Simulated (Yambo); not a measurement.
G0W0@PBEsol for MgS (rock salt, space group Fm-3m, No. 225) in Yambo (6×6×6 mesh, 10 Ry block, plasmon pole, screening fixed), without a terminator:

```
bands N in G  gap Γ → X (eV)  shift of the valence edge (eV)
------------  --------------  ------------------------------
27                     4.346                          -0.627
49                     4.441                          -0.918
80                     4.498                          -1.052
```

Problem. Extrapolate both columns to infinite N with E(N) = E∞ + A/N, test the form, and compare with the terminator.

Solution. From two points, E∞ = (N2 E2 − N1 E1)/(N2 − N1). The two largest N give 4.59 eV for the gap and -1.26 eV for the shift; the two smallest give 4.56 eV and -1.28 eV. For the gap the slopes A are -5.7 and -7.2 eV: the form isn't reached, and its limit is uncertain. For the shift the slopes A are 17 and 17 eV: the 1/N form holds. With the Bruneval-Gonze terminator and 80 bands the run gives 4.54 eV and -1.15 eV, 0.04 eV and 0.12 eV from the extrapolated values: the terminator too is an estimate of the remainder. Block, mesh and the bands in W are held fixed.

Geometry relaxed with PBEsol; primitive cell a = 3.665 Å, b = 3.665 Å, c = 3.665 Å, α = 60.00°, β = 60.00°, γ = 60.00°.

A shift is the quasiparticle energy of the state minus its PBEsol energy.
